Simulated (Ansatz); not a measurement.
Starting cell, TiN (rock salt):

```xyz
2
Lattice="0.0000 2.1019 2.1019 2.1019 0.0000 2.1019 2.1019 2.1019 0.0000" Properties=species:S:1:pos:R:3 pbc="T T T"
N      0.0000     0.0000     0.0000
Ti     2.1019     2.1019     2.1019
```

In each cell atom 1 (N, nearest neighbour Ti at 2.102 Å; its periodic images, 3.0 Å or more away, move with it) moves by s·(0.000, 0.000, 1.000) (along Cartesian z), the rest being held.

Method: PBEsol (plane waves to 420 eV, PAW, scalar-relativistic; Ansatz, an electronic-structure program). k mesh 15×15×15 (Γ-centred), Fermi-Dirac smearing 0.05 eV. The energy includes the smearing's −TS. Stress and pressure are positive under compression. With partly filled bands, energies and forces of such displacements shift with the k mesh and the smearing. F∥ is the force on the atom along that direction. The PAW data are Ansatz's earlier set. TiN is run without spin polarisation. TiN was relaxed with its symmetry unable to fall. ΔE is measured from the undisplaced structure.

```csv
s (Å),ΔE (meV/cell),P (GPa),F∥ (eV/Å)
-0.210,260,7.8,2.567
-0.168,165,5.0,1.992
-0.126,92,2.8,1.483
-0.084,41,1.2,0.972
-0.042,10,0.3,0.484
0.000,0,0.0,0.000
0.042,10,0.3,-0.484
0.084,41,1.2,-0.972
0.126,92,2.8,-1.483
0.168,165,5.0,-1.992
0.210,260,7.8,-2.567
```

Derived quantities:

```
Quantity                                                                                                                                         Result
--------------------------------------------------------  ---------------------------------------------------------------------------------------------
Energy at s = 0.210 Å                                                                                                                      260 meV/cell
Force along the line at s = -0.210 Å                                                                                                          2.57 eV/Å
Symmetry of the curve                                                                                                     even: the same for both signs
Shape of the curve                                                                       a single well with its minimum at or next to zero displacement
Force constant k = d²E/ds² at s = 0 (finite differences)                                                                                     11.5 eV/Å²
Harmonic estimate at the end of the scan                  ½ks² = 254 meV/cell against the computed 260 meV/cell, so the well is close to harmonic there
Zone-centre optical wavenumber from k                                                                                                          538 cm⁻¹
```

(A displaced cell: forces are minus the slopes of the energy, force constants its curvatures, and phonons follow from these.)
